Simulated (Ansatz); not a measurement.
Sn₃Ge:
```yaml
crystal:
  lattice:
    - [4.54900, 0.00000, 0.00000]
    - [0.00000, 4.54900, 0.00000]
    - [0.00000, 0.00000, 6.45451]
  atoms:
    - { symbol: Ge, position: [0.00000, 0.00000, 0.00000] }
    - { symbol: Sn, position: [0.50000, 0.00000, 0.23407] }
    - { symbol: Sn, position: [0.50000, 0.50000, 0.50000] }
    - { symbol: Sn, position: [0.00000, 0.50000, 0.76593] }
```

Relaxed with PBE. Special points in fractions of this cell's reciprocal vectors: Γ (0.000, 0.000, 0.000); X (0.000, 0.500, 0.000); M (0.500, 0.500, 0.000); Z (0.000, 0.000, 0.500); R (0.000, 0.500, 0.500); A (0.500, 0.500, 0.500).

List the band energies nearest the Fermi level at these points for the program Ansatz at the PBE level (PAW).

In eV from the Fermi level; about four levels below and three above (degenerate sets whole), none deeper than 8.9 eV; points with the same levels are listed once.

```tsv
k	below	above
Γ	-7.24 -2.28 -2.28 -1.11	0.16 0.22 0.22
X	-2.88 -2.71 -1.31 -0.73	1.20 2.03 3.97
M	-2.35 -2.26 -2.26 -2.14	0.77 1.02 1.07 1.07
Z	-1.71 -1.71 -1.11 -1.11	1.07 1.08 2.12
R	-0.97 -0.96 -0.64 -0.33	0.25 3.25 3.37
A	-2.85 -2.80 -2.80 -2.79	3.36 3.41 3.41
```

Space group P-4m2. The start of the workflow was typed in or built on a structure type; neither database checked (COD, Materials Project) lists it. Whether it is the stable phase at ambient conditions was not checked. Symmetry was held in the PBE relaxation; whether a distortion lowers the energy is not shown. Spin–orbit coupling is left out wherever it is not named.

Potentials: the earlier of the program's two PAW sets.
